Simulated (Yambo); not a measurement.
**AgI: sweep of GW parameters**

G0W0@PBEsol for AgI (wurtzite, space group P6_3mc, No. 186) in Yambo. Reference settings: 3×3×2 Γ-centred k mesh, bands 9 to 204 and a 7 Ry block in the screening, 204 bands in G with the Bruneval-Gonze terminator, plasmon pole fitted at 27.2 eV. The PBEsol gap Γ → Γ on this mesh is 1.23 eV; G0W0 gaps are taken between the same points.

| change from the reference | G0W0 gap Γ → Γ (eV) | shift of the valence edge (eV) | rough Yambo cost |
|---|---|---|---|
| reference settings | 2.37 | -0.76 | 1 |
| 78 bands in W, 78 bands in G | 2.50 | -0.55 | about 1/2 |
| 132 bands in W, 132 bands in G | 2.40 | -0.68 | within a factor of two |
| 132 bands in G | 2.38 | -0.75 | – |
| no terminator | 2.29 | -0.60 | – |

The reference isn't shown to be the converged limit. Costs are rough (shared machines), scaled to the same edge states, and given only for runs that recompute the screening.

Spin-orbit coupling is left out, which matters for elements this heavy: edges can move by tenths of an eV.

Geometry relaxed with PBEsol; primitive cell a = b = 4.5566 Å, c = 7.4443 Å, α = β = 90.00°, γ = 120.00°.

A shift is the quasiparticle energy of the state minus its PBEsol energy.
